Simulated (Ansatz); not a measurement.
SiO2: a ladder of calculations

Cell of run 1: a COD entry (listed for 0.2 GPa), taken as it stands.

Space group P4_12_12 (No. 92); a = 4.9501, c = 6.8760 Å.

```
site  Wyckoff  site symmetry       x       y       z
  Si       4a            ..2  0.3027  0.3027  0.0000
   O       8b              1  0.2388  0.1086  0.1817
```

One atom of each set is listed.

Relaxed positions (PBE, cell held):

Si (0.3076, 0.3076, 0.0000)
O (0.2355, 0.1212, 0.1877)

All runs are DFT with Ansatz 0.2.0 (plane waves and PAW, scalar-relativistic unless spin–orbit coupling is named, Γ-centred meshes, Fermi–Dirac smearing where given) in this cell.

Run 1: PBE, gradients read without the response of the cores, atoms as given; 420 eV, 5×5×4 k-points, smearing 0.02 eV.
Run 2: PBE, gradients read without the response of the cores, atoms relaxed; 420 eV, 5×5×4 k-points, smearing 0.02 eV.
Run 3: r2SCAN, gradients read without the response of the cores, at the relaxed atoms; 500 eV, 5×5×4 k-points, smearing 0.02 eV.

```tsv
run	Si V_zz (η)	O V_zz (η)
1	-0.51 (0.86)	9.27 (0.16)
2	-0.36 (0.90)	9.63 (0.21)
3	?	?
```

V_zz in 10²¹ V/m².

Q: Estimate the row of run 3.

A: Si: -0.36 (0.84); O: 9.55 (0.21). It lies nearest to run 2, from whose tensors on these sites it differs by 0.09 at most (largest principal value of the difference, on O). Taken one at a time, the positions of the atoms (as given or relaxed) move the tensors on these sites by up to 0.52 (largest principal value of the change, on O), the functional (r2SCAN with its higher cutoff) by 0.09 (O).

In runs 1, 3 the atoms aren't at the calculated equilibrium (largest force 0.51, 0.32 eV/Å). The cell isn't the equilibrium one in run 1 (calculated pressure 8 GPa), and the entry's cell may itself be off.
